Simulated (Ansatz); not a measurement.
Equation of state of ScIr

A database entry relaxed whole under r2SCAN (Pm-3m):

```yaml
crystal:
  lattice:
    - [3.21359, 0.00000, 0.00000]
    - [0.00000, 3.21359, 0.00000]
    - [0.00000, 0.00000, 3.21359]
  atoms:
    - { symbol: Sc, position: [0.50000, 0.50000, 0.50000] }
    - { symbol: Ir, position: [0.00000, 0.00000, 0.00000] }
```

The cell was scaled uniformly, its shape held, and the atoms relaxed at each volume with plane-wave PAW DFT (Ansatz 0.2.0; r2SCAN, 500 eV, 10×10×10 Γ-centred mesh, fermi-dirac occupations of width 0.100 eV; no spin, no spin-orbit coupling). One row is withheld.

| volume (Å³/atom) | energy over the lowest (meV/atom) | pressure (GPa) |
| --- | --- | --- |
| 15.598 | 36.6 | 12.67 |
| 15.930 | 15.5 | 7.97 |
| 16.262 | 3.6 | 3.76 |
| 16.594 | 0.0 | -0.02 |
| 16.925 | 3.9 | -3.42 |
| 17.257 | ? | ? |
| 17.589 | 30.9 | -9.20 |

Problem. Fit the pressures of the other rows to the third-order Birch-Murnaghan form.

Solution. With f = [(V₀/V)^(2/3) − 1]/2 and P = 3B₀f(1 + 2f)^(5/2)[1 + 3(B₀′ − 4)f/2], least squares gives V₀ = 16.59 Å³ an atom, B₀ = 179 GPa and B₀′ = 4.4; the rows miss the fit by less than 0.01 GPa. The slope of the energies differs from these pressures by 0.12 GPa, since they are taken to zero smearing while pressures follow the free energy.

Problem. What does the withheld row hold?

Solution. The fit gives -6.46 GPa at 17.257 Å³; the run gave -6.47 GPa and 14.4 meV an atom.

Caveats: the shape of the cell was held; 0 K, fixed nuclei; the symmetry was kept, and this need not be the phase that is stable at 0 K; one mesh for all volumes; pressure is positive in compression.
